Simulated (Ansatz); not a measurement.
Input and command of a plane-wave DFT calculation in Ansatz:

```yaml
crystal:
  lattice:
    - [-3.2352464204, 3.3672972948, 1.9083649477]
    - [3.2352464204, -3.3672972948, 1.9083649477]
    - [3.2352464204, 3.3672972948, -1.9083649477]
  atoms:
    - { symbol: Si, position: [0.1788433299, 0.1788433299, 0.3576866598] }
    - { symbol: Si, position: [0.8211566701, 0.8211566701, 0.6423133402] }
    - { symbol: Si, position: [0.1788433299, 0.8211566701, 0.0] }
    - { symbol: Si, position: [0.8211566701, 0.1788433299, 0.0] }
basis:
  ecutwfc: 420
kpoints:
  mp_grid: { grid: [10, 10, 10] }
hamiltonian:
  xc: lda
scf:
  occupations: { method: gaussian, width: 0.03 }
output:
  forces: true
  stress: true
  eigenvalues: true
  write_density: true
  write_potential: true
  elf: true
  volumetric_format: npy
```

```bash
ansatz run input.yaml --threads 1 --pin off --max-ram 2560MiB --backend cpu --events-out ev --progress --plain --runs-dir out
```

Processor: AMD EPYC (Zen 3), 1 thread, on a host shared with other jobs.

Task: How long does it run, and how much memory does it take?

Result: About 30 s on 1 thread of AMD EPYC (Zen 3), on a shared host, peak memory 0.44 GiB. It solves 12 bands at 171 k points (the mesh reduced by the symmetry that the task leaves, which can be less than the crystal's) with about 1647 plane waves, in 6 SCF iterations.
